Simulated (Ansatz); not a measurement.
Consider the following.

YSi2:
```cif
data_Si2Y
_chemical_formula_sum 'Y1 Si2'
_space_group_name_H-M_alt 'P 1'
_space_group_IT_number 1
_cell_length_a 4.05961
_cell_length_b 4.05961
_cell_length_c 3.90857
_cell_angle_alpha 90.000
_cell_angle_beta 90.000
_cell_angle_gamma 120.000
loop_
_space_group_symop_operation_xyz
  'x, y, z'
loop_
_atom_site_label
_atom_site_type_symbol
_atom_site_fract_x
_atom_site_fract_y
_atom_site_fract_z
_atom_site_occupancy
Y1 Y 0.00000 0.00000 0.00000 1
Si1 Si 0.33333 0.66667 0.50000 1
Si2 Si 0.66667 0.33333 0.50000 1
```

This is the PBEsol-relaxed structure.

Question: All from the program Ansatz at the PBEsol level (PAW), unless another level is named. Give the highest zone-centre frequency.

Answer: 424 cm⁻¹.

Question: Next, the bulk modulus (Birch–Murnaghan fit)?

Answer: 899 kbar.

Space group P6/mmm. Its axis ratio c/a = 0.96 departs by over 6 % from that of the usual cell of this phase: another minimum, or an error of the functional. The PBEsol relaxation kept the symmetry of its start. At this level the phase is mechanically unstable. The run is not spin-polarised. As this level gives no gap, phonon frequencies hold no LO–TO term and depend on the k-mesh and smearing (Fermi–Dirac, 0.1 eV here). On the denser mesh and wider smearing of the elastic run this cell carries a stress of 0.3 GPa.

Potentials: the later of the program's two PAW sets.
